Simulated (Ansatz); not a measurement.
The cell is the one relaxed in the Materials Project (mp-1), not relaxed further here; entries there can be hypothetical. The listed cell was then made from it by scaling, straining or moving an atom.

Cs: DFT, r2SCAN, all-electron PAW with datasets made for the crystal, scalar-relativistic (Ansatz 0.2.0). What sets it apart from a plain run of this crystal: volume scaled by 0.96.

```yaml
crystal:
  lattice:
    - [-3.0861833234, 3.0861833234, 3.0861833234]
    - [3.0861833234, -3.0861833234, 3.0861833234]
    - [3.0861833234, 3.0861833234, -3.0861833234]
  atoms:
    - { symbol: Cs, position: [0.0, 0.0, 0.0] }
kpoints:
  mp_grid: { grid: [9, 9, 9] }
scf:
  occupations: { method: fermi_dirac, width: 0.03 }
hamiltonian:
  xc: r2scan
  pseudopotentials: { kind: all_electron, datasets: crystal }
output:
  forces: true
  stress: true
  eigenvalues: true
  efg: { contact_densities: true }
```

Output (standing set-up lines are left out):

```
Crystal: 1 atoms, lattice volume = 117.578 Å³
Basis set: ecut = 300 eV, 1409 PW (Γ), exchange–correlation on 120×120×120 points (27 copies of the dense FFT grid, shifted against one another)
Space group: Im-3m (ITA 229), of the structure as read, at distance tolerance 4.9e-5 Å
iter 1 solved again at ethr=4.07e-4 eV; its pass at ethr=1.00e-1 eV (dr2=7.73e-2 eV) is discarded
SCF iter   1: F=—  HF=-211913.240629 eV  |F-HF|=—  |Δ(HF+E_count)|=         —  Δρ=6.73e-3  dr2=7.53e-2  dr2_τ=1.56e-4  ethr=4.07e-4  ⟨swp⟩=7.2  Hψ=3503  notcnv=0
preconditioner: auto → none  [insulator: Δε(μ)=0.088 eV  Ē_g=2.807 eV  σ=0.030 eV  W_gap=0.56  n_scr=12 (ndim 8)  ℏωp=3.4 eV  f_vac=0.018  D(μ)=1.33/eV (n_scr^D=0)  ε∞_Penn≈2.5]
SCF iter   2: F=—  HF=-211913.236914 eV  |F-HF|=—  |Δ(HF+E_count)|=   3.71e-3  Δρ=3.30e-3  dr2=9.44e-3  dr2_τ=8.10e-4  ethr=3.96e-4  ⟨swp⟩=4.2  Hψ=1334  notcnv=0  defer=3
iter 3 solved again at ethr=3.55e-6 eV; its pass at ethr=4.97e-5 eV (dr2=6.74e-4 eV) is discarded
SCF iter   3: F=—  HF=-211913.239101 eV  |F-HF|=—  |Δ(HF+E_count)|=   2.19e-3  Δρ=9.97e-4  dr2=6.59e-4  dr2_τ=3.19e-5  ethr=3.55e-6  ⟨swp⟩=2.0  Hψ=4300  notcnv=0  defer=1
SCF iter   4: F=—  HF=-211913.238743 eV  |F-HF|=—  |Δ(HF+E_count)|=   3.58e-4  Δρ=3.40e-4  dr2=5.42e-5  dr2_τ=5.39e-6  ethr=3.47e-6  ⟨swp⟩=3.0  Hψ=1140  notcnv=0
SCF iter   5: F=—  HF=-211913.238694 eV  |F-HF|=—  |Δ(HF+E_count)|=   4.97e-5  Δρ=6.66e-5  dr2=1.89e-6  dr2_τ=7.43e-7  ethr=2.85e-7  ⟨swp⟩=3.0  Hψ=996  notcnv=0
SCF iter   6: F=—  HF=-211913.238692 eV  |F-HF|=—  |Δ(HF+E_count)|=   1.17e-6  Δρ=2.28e-5  dr2=2.13e-7  dr2_τ=9.87e-8  ethr=9.95e-9  ⟨swp⟩=4.1  Hψ=1282  notcnv=0
SCF iter   7: F=—  HF=-211913.238692 eV  |F-HF|=—  |Δ(HF+E_count)|=   3.00e-7  Δρ=2.99e-6  dr2=8.68e-9  dr2_τ=4.39e-11  ethr=1.12e-9  ⟨swp⟩=3.5  Hψ=1070  notcnv=0
SCF iter   8: F=—  HF=-211913.238693 eV  |F-HF|=—  |Δ(HF+E_count)|=   6.40e-7  Δρ=1.21e-6  dr2=3.43e-10  dr2_τ=1.31e-9  ethr=4.57e-11  ⟨swp⟩=4.1  Hψ=1362  notcnv=0
SCF iter   9: F=—  HF=-211913.238693 eV  |F-HF|=—  |Δ(HF+E_count)|=   5.57e-8  Δρ=8.67e-6  dr2=1.34e-7  dr2_τ=9.03e-9  ethr=1.81e-12  ⟨swp⟩=4.9  Hψ=1543  notcnv=0
SCF iter  10: F=—  HF=-211913.238693 eV  |F-HF|=—  |Δ(HF+E_count)|=   4.23e-8  Δρ=4.50e-6  dr2=1.57e-8  dr2_τ=1.14e-8  ethr=1.81e-12  ⟨swp⟩=5.2  Hψ=1614  notcnv=0
SCF iter  11: F=—  HF=-211913.238693 eV  |F-HF|=—  |Δ(HF+E_count)|=   1.18e-8  Δρ=1.84e-6  dr2=2.38e-9  dr2_τ=4.50e-12  ethr=1.81e-12  ⟨swp⟩=3.8  Hψ=1198  notcnv=0
SCF iter  12: F=-211913.238693 eV  HF=-211913.238693 eV  |F-HF|=2.62e-10  |Δ(HF+E_count)|=   1.83e-9  Δρ=3.77e-7  dr2=8.37e-11  dr2_τ=2.98e-13  ethr=1.81e-12  ⟨swp⟩=3.4  Hψ=1181  notcnv=0
SCF 1 converged in 12 iterations: F = -211913.238693 eV  dr2 = 8.37e-11
  Residual-converged pass: ⟨swp⟩=1.2  Hψ=496  notcnv=0  max |occ|·‖R‖ = 3.5e-6 eV (tolerance 3.7e-6 eV)  dr2=8.35e-11  dr2_τ=3.00e-13  dr2_onsite=1.52e-8  max |Δocc| = 7.1e-13
  greatest PAW one-centre occupation: 0.992 electrons in one spin orbital (limit 2), on the Cs atom at site 0 (counted from 0), in its partial waves of l = 2
SCF converged after 12 iterations
Free energy (F): -211913.238693 eV
Harris-Foulkes:  -211913.238693 eV  (|F-HF|=2.62e-10)
Internal energy: -211913.235194 eV  (E = F + TS)
E sigma→0 (E₀):  -211913.236943 eV
Entropy (-TS):   -0.003499 eV (-3.499 meV/atom)
Past the cutoff: the bands carry plane waves up to 2.50 times it, of which those up to 1.5 times it add -0.001018 eV an atom, each by itself; the spheres take 0.000290 eV an atom off the energy for waves past 2.50 times it
Past the cutoffs: a stress includes 0.0005 GPa for waves and charges beyond them, in addition to the slope of what the spheres take
In the spheres:  the bands' charges fall short by 4.4e-5 e at most (sound up to 1e-3)
Fermi energy:    3.291582 eV
--- Per-component energies (eV) ---
  The terms above E_closure are by the made datasets' own strengths, without shells solved beside the bands.
--- Forces (eV/Å), atoms counted from 1 ---
  atom   1  Cs     0.00000000     0.00000000    -0.00000000
  max |Σ_I F_I| component: 6.32e-34 eV/Å
--- Stress (GPa, compression-positive) ---
        0.093660      -0.000000      -0.000000
       -0.000000       0.093660      -0.000000
       -0.000000      -0.000000       0.093660
  P = ⅓ Tr σ = 0.0937 GPa (0.937 kbar)
--- PAW observables at the nuclei: V_zz in 10²¹ V/m², potentials from the cell's mean, atoms counted from 1 ---
  atom   1  Cs V_zz =    -0.000000   η = 0.0000   by run symmetry: forbidden
            electrostatic potential = -9366.985920 V   contact ρ = 1897036.890139 e/Å³
--- Band table (eV; the first three rows and the last of 35) ---
  k-point 0: bands = ["-69.6230", "-69.6230", "-69.6230", "-69.6229", "-69.6229", "-21.5209", "-7.8945", "-7.8945", "-7.8945", "1.5315", "6.0824", "6.0824"]
  k-point 1: bands = ["-69.6230", "-69.6230", "-69.6230", "-69.6229", "-69.6229", "-21.5202", "-7.9102", "-7.8994", "-7.8946", "1.6720", "5.9024", "5.9157"]
  k-point 2: bands = ["-69.6230", "-69.6230", "-69.6230", "-69.6229", "-69.6229", "-21.5182", "-7.9492", "-7.9118", "-7.8948", "2.0702", "5.3189", "5.5902"]
  k-point 34: bands = ["-69.6230", "-69.6230", "-69.6230", "-69.6229", "-69.6229", "-21.5096", "-7.9845", "-7.9817", "-7.9817", "3.9321", "3.9991", "6.3036"]
```
